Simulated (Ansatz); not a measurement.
Relaxed-ion elastic tensor of Ti (hcp (Mg type), P6_3/mmc) in GPa (Voigt order), plane-wave PAW PBEsol (Ansatz code); density 4.75 g/cm³, 16.72 Å³ per atom.

```
 168   104  83.1   0.0   0.0   0.0
 104   168  83.1   0.0   0.0   0.0
83.1  83.1   199   0.0   0.0   0.0
 0.0   0.0   0.0  38.8   0.0   0.0
 0.0   0.0   0.0   0.0  38.8   0.0
 0.0   0.0   0.0   0.0   0.0  31.8
```

### Question
Is the crystal mechanically stable?

### Answer
Yes: the smallest eigenvalue of C is 31.8 GPa.

### Question
Work out the Voigt, Reuss and Hill averages.

### Answer
K_V = 119, K_R = 119, K_H = 119; G_V = 39.5, G_R = 37.8, G_H = 38.6 GPa.

### Question
Give Young's modulus, Poisson's ratio, Pugh's ratio and the universal anisotropy index.

### Answer
E = 9KG/(3K + G) = 105 GPa; ν = 0.35; K/G = 3.09 (ductile by the Pugh limit of 1.75); A_U = 5G_V/G_R + K_V/K_R − 6 = 0.22.

### Question
Estimate the sound speeds and the Debye temperature.

### Answer
v_l = √((K + 4G/3)/ρ) = 6000 m/s, v_t = √(G/ρ) = 2850 m/s, mean 3210 m/s; Θ = (h/k)(3n/4πV)^(1/3) v_m = 373 K.

### Question
How much does each axis shrink under pressure?

### Answer
Linear compressibilities β_i = Σ_j S_ij (j = 1 to 3): x 2.9, y 2.9, z 2.6 per TPa.

The PBEsol relaxation kept the symmetry of its start; of distortions, only those at the zone centre were tested. No spin polarisation was allowed. As this level gives no gap, shear constants depend on the k-mesh and smearing (Fermi–Dirac, 0.1 eV here).

Potentials: the earlier of the program's two PAW sets.
